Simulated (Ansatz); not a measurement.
An elastic constant from a strain scan in MgTl

Level of theory: Ansatz 0.2.0, DFT r2SCAN, scalar-relativistic, plane waves, PAW. Cutoff 500 eV, Γ-centred 14×14×14 k-points, Gaussian smearing of 0.15 eV. Spin–orbit coupling is left out, which can shift energies with elements as heavy as these. No spin polarisation. Energies are free energies at this smearing, counted from the undisturbed cell; pressure is positive in compression.

Reference structure (as given, not relaxed at this level; it stands at -0.2 GPa, and it needn't be the usual structure):

```
Mg Tl
1.0
     3.63500    0.00000    0.00000
     0.00000    3.63500    0.00000
     0.00000    0.00000    3.63500
Mg Tl
1 1
Direct
  0.00000 0.00000 0.00000
  0.50000 0.50000 0.50000
```

The cell is strained by ε times the Voigt pattern (0, 0, 0, 1, 0, 0) (xx, yy, zz, yz, xz, xy; engineering shear) with fractional coordinates fixed. The cell holds 2 atoms in V0 = 48.03 Å³. The stress column is τ = (1/V0) dE/dε, got from the stress tensor σ (compression positive) at each point as −det(1 + εP) σ : P(1 + εP)⁻¹, with P the pattern as a tensor.

```
      ε  ΔE (meV/atom)  τ (GPa)
-0.1312         10.416   -1.252
-0.1125          7.258   -1.011
-0.0937          4.705   -0.802
-0.0750          2.762   -0.580
-0.0562          1.440   -0.366
-0.0375          0.634   -0.221
-0.0187          0.162   -0.114
 0.0000          0.000    0.000
 0.0187          0.162    0.114
 0.0375          0.634    0.221
 0.0562          1.440    0.366
 0.0750          2.762    0.580
 0.0937          4.705    0.802
 0.1125          7.258    1.011
 0.1312         10.416    1.252
 0.1500              ?        ?
```

**Question.** Which combination of elastic constants does this scan measure, and how large is it?

**Answer.** For small ε, τ = τ0 + Kε with K = pᵀCp, which for this pattern is C44 in the cubic axes. The parabola through τ at ε = -0.0187, 0 and 0.0187 has slope K = 6.1 GPa at zero. The energies per cell, E = NΔE, of the same two points give K = 2[E(ε₊)/ε₊ − E(ε₋)/ε₋]/[(ε₊ − ε₋)V0] = 6.2 GPa, in agreement. The start is under stress, which shifts K from the elastic constant by about the size of that stress.

**Question.** Predict the withheld row at ε = 0.1500 from the harmonic law, and compare.

**Answer.** ΔE = V0(τ0 ε + Kε²/2)/N = 10.324 meV/atom and τ = 0.92 GPa. The calculation gives 14.384 meV/atom and 1.58 GPa: the energy lies 39 % above the harmonic value.

In a metal these slopes depend on the k mesh and the smearing.